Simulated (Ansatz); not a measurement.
Nb2Si:
```yaml
crystal:
  lattice:
    - [4.56977, 0.00000, 0.00000]
    - [-2.28488, 3.95754, 0.00000]
    - [0.00000, 0.00000, 5.37808]
  atoms:
    - { symbol: Si, position: [0.33333, 0.66667, 0.25000] }
    - { symbol: Si, position: [0.66667, 0.33333, 0.75000] }
    - { symbol: Nb, position: [0.00000, 0.00000, 0.00000] }
    - { symbol: Nb, position: [0.00000, 0.00000, 0.50000] }
    - { symbol: Nb, position: [0.33333, 0.66667, 0.75000] }
    - { symbol: Nb, position: [0.66667, 0.33333, 0.25000] }
```

Relaxed with r²SCAN. Special points in fractions of this cell's reciprocal vectors: Γ (0.000, 0.000, 0.000); M (0.500, 0.000, 0.000); K (0.333, 0.333, 0.000); A (0.000, 0.000, 0.500); L (0.500, 0.000, 0.500); H (0.333, 0.333, 0.500).

**Question.** List the band energies nearest the Fermi level at these points for r²SCAN in the plane-wave PAW code Ansatz.

**Answer.** In eV from the Fermi level; about four levels below and three above (degenerate sets whole), none deeper than 8.9 eV; points with the same levels are listed once.

| k | below | above |
|---|---|---|
| Γ | -3.21 -3.21 -2.28 -2.28 | 0.71 0.88 0.88 |
| M | -1.83 -0.58 -0.50 -0.08 | 0.03 0.44 1.13 |
| K | -0.70 -0.26 -0.20 -0.20 | 0.44 0.44 1.51 1.51 |
| A | -2.11 -2.11 -2.11 -2.11 | 0.39 0.39 2.27 2.27 2.27 2.27 |
| L | -1.73 -1.73 -0.35 -0.35 | 0.22 0.22 1.04 1.04 |
| H | -0.94 -0.94 -0.05 -0.05 | 1.34 1.34 1.62 1.62 |

Space group P6_3/mmc. A made-up cell: these elements were put on the sites of a structure type; neither database checked (COD, Materials Project) lists it. Its standing as an ambient phase is unchecked. The r²SCAN relaxation kept the symmetry of its start; whether a distortion lowers the energy is not shown. The run is not spin-polarised. Spin–orbit coupling is left out wherever it is not named.

Potentials: the later of the program's two PAW sets.
